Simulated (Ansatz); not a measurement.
Input file for Ansatz (an electronic-structure program):

Ansatz 0.2 input:
```yaml
crystal:
  lattice:
    - [3.2764962097, 0.0, 0.0]
    - [-1.6382481048, 2.837528953, 0.0]
    - [0.0, 0.0, 7.0047658445]
  atoms:
    - { symbol: B, position: [0.0, 0.5, 0.3333333333] }
    - { symbol: B, position: [0.5, 0.5, 0.6666666667] }
    - { symbol: B, position: [0.5, 0.0, 0.0] }
    - { symbol: P, position: [0.0, 0.5, 0.8333333333] }
    - { symbol: P, position: [0.5, 0.5, 0.1666666667] }
    - { symbol: P, position: [0.5, 0.0, 0.5] }
kpoints:
  mp_grid: { grid: [6, 6, 3] }
hamiltonian:
  xc: hse06
  pseudopotentials: { azcp: { folder: ./paw }, kind: paw }
scf:
  n_extra_bands: 6
  occupations: { method: fixed }
output:
  eigenvalues: true
  eigenstates:
    e_range: [-9.0, 8.3]
    kpoints:
      - [0.0, 0.0, 0.0]  # VBM
      - [0.0, 0.5, 0.0]  # CBM
      - [0.0, 0.0, 0.0]  # GAMMA
      - [0.0, 0.0, 0.5]  # A
      - [0.3333333333, 0.3333333333, 0.0]  # K
      - [0.3333333333, 0.3333333333, 0.5]  # H
      - [0.5, 0.0, 0.0]  # M
      - [0.5, 0.0, 0.5]  # L
```

Output (shortened):

```
Pseudopotential: B, paw, valence charge 3
Pseudopotential: P, paw, valence charge 5
Functional definition: HSE06
davidson cushion auto → on  (no smearing: the cushion is to keep the highest requested band from converging to the state above it …
Crystal: 6 atoms, lattice volume = 65.124 Å³
Basis set: ecut = 420 eV, 1295 PW (Γ)
Bands: 18, of which v1, the nominal top of the filled ones, is band 12 counted from 1 (11 counted from 0)
Symmetry: 12 space group operations
Space group: P6422 (ITA 181), of the structure as read, at distance tolerance 4.0e-5 Å
k-points: 14 of 108 (time reversal used)
SCF iter   1: F=—  HF=-2735.646379 eV  |F-HF|=—  |Δ(HF+E_count)|=         —  Δρ=8.21e-2  dr2=4.51e0  ethr=1.00e-1  ⟨swp⟩=4.9  Hψ=998  notcnv=0
preconditioner: auto → none
iter 2 solved again at ethr=1.59e-3 eV; its pass at ethr=1.88e-2 eV (dr2=3.81e-1 eV) is discarded
SCF iter   2: F=—  HF=-2734.469927 eV  |F-HF|=—  |Δ(HF+E_count)|=    1.18e0  Δρ=2.95e-2  dr2=3.97e-1  ethr=1.59e-3  ⟨swp⟩=2.9  Hψ=1230  notcnv=0  defer=1
SCF iter   3: F=—  HF=-2734.379560 eV  |F-HF|=—  |Δ(HF+E_count)|=   9.04e-2  Δρ=1.28e-2  dr2=5.83e-2  ethr=1.59e-3  ⟨swp⟩=2.2  Hψ=563  notcnv=0  defer=1
SCF iter   4: F=—  HF=-2734.371043 eV  |F-HF|=—  |Δ(HF+E_count)|=   8.52e-3  Δρ=1.15e-3  dr2=7.07e-4  ethr=2.43e-4  ⟨swp⟩=2.7  Hψ=571  notcnv=0  defer=1
SCF iter   5: F=—  HF=-2734.371028 eV  |F-HF|=—  |Δ(HF+E_count)|=   1.54e-5  Δρ=2.25e-4  dr2=2.21e-5  ethr=2.95e-6  ⟨swp⟩=4.6  Hψ=840  notcnv=0  defer=1
SCF iter   6: F=—  HF=-2734.371028 eV  |F-HF|=—  |Δ(HF+E_count)|=   2.69e-7  Δρ=1.02e-4  dr2=8.81e-6  ethr=9.20e-8  ⟨swp⟩=3.6  Hψ=821  notcnv=0
SCF iter   7: F=—  HF=-2734.371025 eV  |F-HF|=—  |Δ(HF+E_count)|=   2.86e-6  Δρ=2.92e-5  dr2=7.26e-7  ethr=3.67e-8  ⟨swp⟩=2.2  Hψ=564  notcnv=0
SCF iter   8: F=-2734.371025 eV  HF=-2734.371025 eV  |F-HF|=4.59e-9  |Δ(HF+E_count)|=   1.81e-7  Δρ=3.57e-6  dr2=7.39e-9  ethr=3.02e-9  ⟨swp⟩=3.4  Hψ=759  notcnv=0
SCF 1 converged in 8 iterations: F = -2734.371025 eV  dr2 = 7.39e-9
Crystal: 6 atoms, lattice volume = 65.124 Å³
Exchange kernel: α = 0.2500, screened, ω = 0.2079 Å⁻¹, Wigner–Seitz truncation, v(0) = 1044.8096 eV·Å³, q-mesh 6×6×3, nearest image of the exchange supercell L …
Frozen-core exchange: fock
iter 1 solved again at ethr=3.80e-5 eV; its pass at ethr=1.00e-1 eV (dr2=9.11e-3 eV) is discarded
SCF iter   1: F=—  HF=-2736.248340 eV  |F-HF|=—  |Δ(HF+E_count)|=         —  Δρ=5.26e-3  dr2=1.15e-2  ethr=3.80e-5  ⟨swp⟩=4.9  Hψ=1534  notcnv=0
preconditioner: auto → none
SCF iter   2: F=—  HF=-2736.243980 eV  |F-HF|=—  |Δ(HF+E_count)|=   4.36e-3  Δρ=2.31e-3  dr2=2.62e-3  ethr=3.80e-5  ⟨swp⟩=2.0  Hψ=560  notcnv=0
SCF iter   3: F=—  HF=-2736.252486 eV  |F-HF|=—  |Δ(HF+E_count)|=   8.51e-3  Δρ=8.57e-4  dr2=2.66e-4  ethr=7.34e-6  ⟨swp⟩=3.4  Hψ=785  notcnv=0
SCF iter   4: F=—  HF=-2736.252397 eV  |F-HF|=—  |Δ(HF+E_count)|=   8.88e-5  Δρ=1.19e-4  dr2=2.50e-5  ethr=9.94e-7  ⟨swp⟩=2.4  Hψ=566  notcnv=0
SCF iter   5: F=-2736.252574 eV  HF=-2736.252577 eV  |F-HF|=3.23e-6  |Δ(HF+E_count)|=   1.80e-4  Δρ=1.17e-4  dr2=6.59e-6  ethr=1.95e-8  ⟨swp⟩=4.9  Hψ=1008  notcnv=0
SCF 2 stopped early in 5 iterations: F = -2736.252574 eV  dr2 = 6.59e-6
hybrid outer 1: dexx = +1.062e-2 eV, tail = 1.84e-5 eV
Crystal: 6 atoms, lattice volume = 65.124 Å³
Exchange kernel: α = 0.2500, screened, ω = 0.2079 Å⁻¹, Wigner–Seitz truncation, v(0) = 1044.8096 eV·Å³, q-mesh 6×6×3, nearest image of the exchange supercell L …
Frozen-core exchange: fock
SCF iter   1: F=—  HF=-2736.252401 eV  |F-HF|=—  |Δ(HF+E_count)|=         —  Δρ=1.86e-5  dr2=2.21e-7  ethr=3.84e-7  ⟨swp⟩=2.4  Hψ=565  notcnv=0
preconditioner: auto → none
iter 2 solved again at ethr=3.54e-11 eV; its pass at ethr=8.73e-10 eV (dr2=8.49e-9 eV) is discarded
SCF iter   2: F=-2736.252401 eV  HF=-2736.252401 eV  |F-HF|=1.14e-9  |Δ(HF+E_count)|=   3.03e-8  Δρ=5.78e-6  dr2=2.08e-8  ethr=3.54e-11  ⟨swp⟩=2.7  Hψ=1476  notcnv=0
SCF 3 converged in 2 iterations: F = -2736.252401 eV  dr2 = 2.08e-8
hybrid outer 2: dexx = +8.258e-8 eV, tail = 4.30e-8 eV, Δε = 1.20e-3 eV (about 1.21e-4 eV left of the loop's levels)
NSCF: frozen V_eff on 8 k-points
hybrid SCF converged: 2 outer / 7 inner (+8 warm-up), last move |dexx| = 8.26e-8 eV, tail = 4.30e-8 eV
Stability not checked (fock_operator)
Free energy (F): -2736.252401 eV
Frozen-core exchange: fock
Harris-Foulkes:  -2736.252401 eV  (|F-HF|=1.14e-9)
Internal energy: -2736.252401 eV  (E = F + TS)
E sigma→0 (E₀):  -2736.252401 eV
Fermi energy:    10.618903 eV
--- Per-component energies (eV) ---
  E_band       = 67.412209
  E_kinetic    = 356.931213
  E_local      = -114.258261  (includes V_loc(G=0)·N_el)
  E_nonlocal   = 117.854852
  E_hartree    = 31.961321
  E_xc         = -259.801878
  E_vxc        = -245.582028  (∫ρ·V_xc dr)
  E_exx        = -40.556733  (= α·E_x^exact, valence–valence)
  E_paw        = -1928.764833  (= ΣΔE_a)
  E_vpaw       = -30.342243  (= ΣTr[D̂ρ^β])
  E_aug_tail   = 0.000014  (compensation charges beyond the density's cutoff)
  E_ewald      = -899.353470
  E_core_change = -0.264626  (= ΣΔE_core)
  E_smearing   =  0.000000  (= −TS)
  E_closure    = 0.000000  (closes the sum)
  Σ components = -2736.252401   (vs F -2736.252401, Δ=4.55e-13)
  [band-id]    e_kinetic+e_local+e_nonlocal+2·e_hartree+e_vxc+2·e_exx+e_vpaw+e_augmentation_tail = 67.412723   (vs E_band 67.412209, Δ=5.14e-4)
--- Band table (eV; the first three rows and the last of 14) ---
  k-point 0: bands = ["-7.8025", "-4.8851", "-4.8851", "3.6803", "3.6803", "5.5336", "8.0225", "8.0225", "9.2294", "9.2294", "9.5581", "10.6189", "13.7550", "13.7550", "14.5180", "14.5180", "15.2803", "15.2803"]
  k-point 1: bands = ["-7.4744", "-6.4949", "-2.7641", "0.5432", "5.8382", "6.7213", "7.0047", "8.9967", "9.2248", "9.4294", "9.6151", "9.6669", "13.5867", "13.6352", "14.3252", "14.6085", "15.8968", "16.0285"]
  k-point 2: bands = ["-7.3307", "-4.4336", "-4.4271", "3.1642", "4.0040", "4.8218", "6.1727", "6.6469", "7.5383", "8.2425", "8.5831", "9.6111", "13.4356", "14.2441", "14.6102", "15.3254", "16.0946", "16.6042"]
  k-point 13: bands = ["-3.1852", "-2.7733", "-1.9680", "-0.5931", "1.2983", "1.8812", "2.8243", "3.1790", "5.2419", "5.2792", "6.1254", "8.2057", "13.8845", "14.6351", "15.5079", "16.2636", "16.7924", "17.3721"]
```

Cost: about 110 core-seconds (a rough figure) on shared cores.

The points marked VBM and CBM come from a semilocal run.

Space group P6_422. The start of the workflow was typed in or built on a structure type; neither database checked (COD, Materials Project) lists it. It is not the phase usual at ambient conditions (space group No. 216). The cell was relaxed with r²SCAN under the symmetry of its start; its stability against distortions is not shown here.

Potentials: the earlier of the program's two PAW sets.

Ansatz is a plane-wave DFT program.
